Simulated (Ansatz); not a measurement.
PtC (zinc blende, F-43m) at seven volumes, the program Ansatz at the PBE level (PAW), scaled uniformly. One row is withheld.

| V (Å³/atom) | P (GPa) |
|---|---|
| 11.949 | 25.68 |
| 12.343 | 15.61 |
| 12.737 | 7.13 |
| 13.131 | -0.01 |
| 13.525 | -6.01 |
| 13.919 | ? |
| 14.313 | -15.26 |

Fit the shown pressures and predict the withheld one.

Third-order Birch–Murnaghan: P = (3/2)B₀(x^(7/2) − x^(5/2))[1 + (3/4)(B′ − 4)(x − 1)] with x = (V₀/V)^(2/3). Least squares on the six rows gives V₀ = 13.131 Å³/atom, B₀ = 217.4 GPa, B′ = 4.77. At V = 13.919, x = 0.9619 and P = -11.03 GPa. The run itself gave -11.04 GPa.

The start of the workflow was typed in or built on a structure type; neither database checked (COD, Materials Project) lists it. Its standing as an ambient phase is unchecked. The cell was relaxed with PBE under the symmetry of its start; whether a distortion lowers the energy is not shown. The run is not spin-polarised. Its formation energy is positive at this level, so the cell may be metastable or incomplete. Spin–orbit coupling is left out wherever it is not named.

Potentials: the later of the program's two PAW sets.
